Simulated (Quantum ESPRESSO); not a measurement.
# In3Ag2SnZr2: input and log of a self-consistent run

Computed values, not a measurement. The program is pw.x of Quantum ESPRESSO 7.5 (plane-wave density functional theory). The cell is made up: eight metal atoms on a face-centred cubic lattice, with elements, volume, strain and displacements drawn at random and not relaxed, so it may be unstable or far from any real phase. PseudoDojo standard norm-conserving files set the functional (PBE unless stated); there is no spin polarisation or spin-orbit coupling, the Fermi-Dirac width of 0.25 eV means electrons at about 2900 K, and the masses in the input are unused placeholders. The tin pseudopotential is less sure than most, with forces differing by about three percent from a second method on plain tin. A spin test at this wide smearing found no moment, but such smearing suppresses magnetism that the real alloy may have.

Input:

```
&control calculation='scf', pseudo_dir='./dojo.nc.sr.pbe.v0_5.standard.upf', outdir='./o', disk_io='medium', tprnfor=.true., tstress=.true. /
&system ibrav=0, nat=8, ntyp=4, nbnd=68, ecutwfc=82.02448710, nosym=.true., tot_charge=0,
 occupations='smearing', smearing='fd', degauss=0.0183746611
/
&electrons conv_thr=1.470e-08, electron_maxstep=70, mixing_beta=0.5 /
ATOMIC_SPECIES
Ag 1.0 Ag.upf
In 1.0 In.upf
Sn 1.0 Sn.upf
Zr 1.0 Zr.upf
CELL_PARAMETERS angstrom
0.0209 -0.0068 -4.4675
4.5989 -0.0613 -0.0208
0.1224 -9.1824 -0.0132
ATOMIC_POSITIONS angstrom
In -0.0112 0.04 0.0191
In 0.0384 -4.5672 -0.0672
Ag 2.3329 -2.3159 -0.0486
Ag 2.4191 -6.9045 -0.0475
Sn 0.0021 -2.3112 -2.1822
Zr 0.0954 -6.8872 -2.2526
In 2.3006 -0.0069 -2.1818
Zr 2.3767 -4.6519 -2.1763
K_POINTS automatic
5 5 3 1 1 1
```

The log is shortened where brackets say so; the opening notice, blank lines, dates and the lines on written files are dropped, and the path of the files is cut. It prints rydbergs, bohrs and kilobars, and counts compression as positive stress. Its total energy is the free energy E - TS of the whole cell.

```
     Program PWSCF v.7.5
     Parallel version (MPI & OpenMP), running on       1 processor cores
     Number of MPI processes:                 1
     Threads/MPI process:                     1
     [start-up lines left out]
     bravais-lattice index     =            0
     lattice parameter (alat)  =       8.4425  a.u.
     unit-cell volume          =    1272.8702 (a.u.)^3
     number of atoms/cell      =            8
     number of atomic types    =            4
     number of electrons       =       115.00
     number of Kohn-Sham states=           68
     kinetic-energy cutoff     =      82.0245  Ry
     charge density cutoff     =     328.0979  Ry
     scf convergence threshold =      1.5E-08
     mixing beta               =       0.5000
     number of iterations used =            8  plain     mixing
     Exchange-correlation= PBE
                           (   1   4   3   4   0   0   0)
     [axes and pseudopotential details left out]
   Cartesian axes
     site n.     atom                  positions (alat units)
         1        In     tau(   1) = (  -0.0025070   0.0089534   0.0042753  )
         2        In     tau(   2) = (   0.0085953  -1.0223044  -0.0150418  )
         3        Ag     tau(   3) = (   0.5221873  -0.5183821  -0.0108784  )
         4        Ag     tau(   4) = (   0.5414820  -1.5454765  -0.0106322  )
         5        Sn     tau(   5) = (   0.0004701  -0.5173301  -0.4884552  )
         6        Zr     tau(   6) = (   0.0213540  -1.5416042  -0.5042133  )
         7        In     tau(   7) = (   0.5149574  -0.0015445  -0.4883657  )
         8        Zr     tau(   8) = (   0.5319913  -1.0412633  -0.4871346  )
     number of k points=    38  Fermi-Dirac smearing, width (Ry)=  0.0184
                       cart. coord. in units 2pi/alat
        k(    1) = (   0.0956323  -0.0796714  -0.0994326), wk =   0.0533333
        k(    2) = (   0.0999544   0.2447432  -0.0999061), wk =   0.0533333
     [further k points left out]
     Dense  grid:   127755 G-vectors     FFT dimensions: (  50,  54, 108)
     Estimated max dynamical RAM per process >     209.58 MB
     Initial potential from superposition of free atoms
     starting charge     114.9811, renormalised to     115.0000
     Starting wfcs are   76 randomized atomic wfcs
     total cpu time spent up to now is       36.5 secs
     per-process dynamical memory:   118.6 Mb
     Self-consistent Calculation
     iteration #  1     ecut=    82.02 Ry     beta= 0.50
     Davidson diagonalization with overlap
     ethr =  1.00E-02,  avg # of iterations =  2.8
     Threshold (ethr) on eigenvalues was too large:
     Diagonalizing with lowered threshold
     Davidson diagonalization with overlap
     ethr =  8.91E-04,  avg # of iterations =  2.1
     total cpu time spent up to now is      199.5 secs
     total energy              =   -1378.35617371 Ry
     estimated scf accuracy    <       1.09510512 Ry
     iteration #  2     ecut=    82.02 Ry     beta= 0.50
     Davidson diagonalization with overlap
     ethr =  9.52E-04,  avg # of iterations =  5.5
     total cpu time spent up to now is      318.2 secs
     total energy              =   -1377.89290982 Ry
     estimated scf accuracy    <      11.09737169 Ry
     iteration #  3     ecut=    82.02 Ry     beta= 0.50
     Davidson diagonalization with overlap
     ethr =  9.52E-04,  avg # of iterations =  6.1
     total cpu time spent up to now is      402.2 secs
     total energy              =   -1378.90295437 Ry
     estimated scf accuracy    <       0.44242364 Ry
     iteration #  4     ecut=    82.02 Ry     beta= 0.50
     Davidson diagonalization with overlap
     ethr =  3.85E-04,  avg # of iterations =  2.1
     total cpu time spent up to now is      487.7 secs
     total energy              =   -1378.94780255 Ry
     estimated scf accuracy    <       0.02467384 Ry
     iteration #  5     ecut=    82.02 Ry     beta= 0.50
     Davidson diagonalization with overlap
     ethr =  2.15E-05,  avg # of iterations =  5.9
     total cpu time spent up to now is      584.1 secs
     total energy              =   -1378.94435231 Ry
     estimated scf accuracy    <       0.14481972 Ry
     [iterations 6 to 9 left out]
     iteration # 10     ecut=    82.02 Ry     beta= 0.50
     Davidson diagonalization with overlap
     ethr =  1.53E-08,  avg # of iterations =  4.3
     total cpu time spent up to now is      989.4 secs
     total energy              =   -1378.95633952 Ry
     estimated scf accuracy    <       0.00000149 Ry
     iteration # 11     ecut=    82.02 Ry     beta= 0.50
     Davidson diagonalization with overlap
     ethr =  1.30E-09,  avg # of iterations =  2.8
     total cpu time spent up to now is     1086.0 secs
     total energy              =   -1378.95633971 Ry
     estimated scf accuracy    <       0.00000016 Ry
     iteration # 12     ecut=    82.02 Ry     beta= 0.50
     Davidson diagonalization with overlap
     ethr =  1.38E-10,  avg # of iterations =  4.4
     total cpu time spent up to now is     1210.0 secs
     total energy              =   -1378.95633975 Ry
     estimated scf accuracy    <       0.00000002 Ry
     iteration # 13     ecut=    82.02 Ry     beta= 0.50
     Davidson diagonalization with overlap
     ethr =  1.45E-11,  avg # of iterations =  3.8
     total cpu time spent up to now is     1305.7 secs
     total energy              =   -1378.95633975 Ry
     estimated scf accuracy    <       0.00000004 Ry
     iteration # 14     ecut=    82.02 Ry     beta= 0.50
     Davidson diagonalization with overlap
     ethr =  1.45E-11,  avg # of iterations =  2.6
     total cpu time spent up to now is     1409.1 secs
     End of self-consistent calculation
     [lines on levels left out]
!    total energy              =   -1378.95633975 Ry
     estimated scf accuracy    <          2.3E-09 Ry
     smearing contrib. (-TS)   =      -0.08136107 Ry
     internal energy E=F+TS    =   -1378.87497868 Ry
     The total energy is F=E-TS. E is the sum of the following terms:
     one-electron contribution =    -509.34515160 Ry
     hartree contribution      =     323.28107309 Ry
     xc contribution           =    -296.82601804 Ry
     ewald contribution        =    -895.98488213 Ry
     convergence has been achieved in  14 iterations
     Forces acting on atoms (cartesian axes, Ry/au):
     atom    1 type  2   force =    -0.00015212    0.00854562    0.00338083
     atom    2 type  2   force =     0.00686602   -0.02579045    0.02279040
     atom    3 type  1   force =    -0.00095391   -0.00908436    0.00583359
     atom    4 type  1   force =    -0.00385864    0.01235889    0.00412247
     atom    5 type  3   force =     0.00451842   -0.00551046   -0.00801322
     atom    6 type  4   force =     0.00213064   -0.00370556   -0.00123568
     atom    7 type  2   force =    -0.00295073    0.01606980   -0.00577833
     atom    8 type  4   force =    -0.00559968    0.00711652   -0.02110006
     Total force =     0.050800     Total SCF correction =     0.000244
     Computing stress (Cartesian axis) and pressure
          total   stress  (Ry/bohr**3)                   (kbar)     P=      -36.00
  -0.00035145   0.00002498   0.00002015          -51.70        3.67        2.96
   0.00002498  -0.00015178  -0.00000356            3.67      -22.33       -0.52
   0.00002015  -0.00000356  -0.00023094            2.96       -0.52      -33.97
     init_run     :     33.85s CPU     36.24s WALL (       1 calls)
     electrons    :   1315.63s CPU   1372.63s WALL (       1 calls)
     forces       :     14.30s CPU     14.61s WALL (       1 calls)
     stress       :     52.80s CPU     54.41s WALL (       1 calls)
     [timing details left out]
     PWSCF        :  23m37.24s CPU  24m41.37s WALL
     JOB DONE.
```

In other units: free energy -18761.657 eV for the cell, pressure -3.60 GPa, largest force component 0.663 eV/Å in size. The run took 1484 s of wall time with one process on a shared machine (AMD EPYC, Zen 5, virtual cores), so the time is rough. A rerun of this cell at a higher cutoff and on a denser mesh moved values by no more than 0.014 eV in energy, 0.13 GPa in stress and 0.011 eV/Å in force, and a second program with other atomic files agreed on that cell to 2 % rms in force and 0.5 GPa in pressure.